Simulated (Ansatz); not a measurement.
Ta₂O₅:
Space group Pmmm (No. 47); a = 3.6700 Å, b = 3.8590 Å, c = 6.4334 Å, α = 90.00°, β = 90.00°, γ = 90.00°

```
atom  site  symmetry       x       y       z
----  ----  --------  ------  ------  ------
Ta      1d       mmm  0.5000  0.0000  0.5000
Ta      1a       mmm  0.0000  0.0000  0.0000
O       1h       mmm  0.5000  0.5000  0.5000
O       2q       mm2  0.0000  0.0000  0.3208
O       1e       mmm  0.0000  0.5000  0.0000
O       1b       mmm  0.5000  0.0000  0.0000
```

Relaxed with PBEsol. 

Task: HSE06 on this cell (Ansatz, a program for electronic structure, PAW) gives a gap of 1.57 eV. What does PBEsol give?

Result: 0.32 eV.

Cost on shared cores: the PBEsol run (SCF on a 8×7×5 mesh, then bands and DOS) roughly 90 core-seconds, the HSE06 run (SCF on 5×4×3, then a few points) roughly 4 core-minutes; the tasks are unlike.

The first step of the workflow began from a Materials Project structure, measured or hypothetical; the Crystallography Open Database copy checked does not list it. COD files the formula under space group No. 49, so this cell is another polymorph or a model. Whether it is the stable phase at ambient conditions was not checked. Symmetry was held in the PBEsol relaxation. At this level the phase is dynamically unstable (imaginary phonons). The run is not spin-polarised. Scalar-relativistic: spin–orbit coupling is off unless named, which matters more the heavier the elements.

Potentials: the later of the program's two PAW sets.

Ansatz is a plane-wave DFT program.
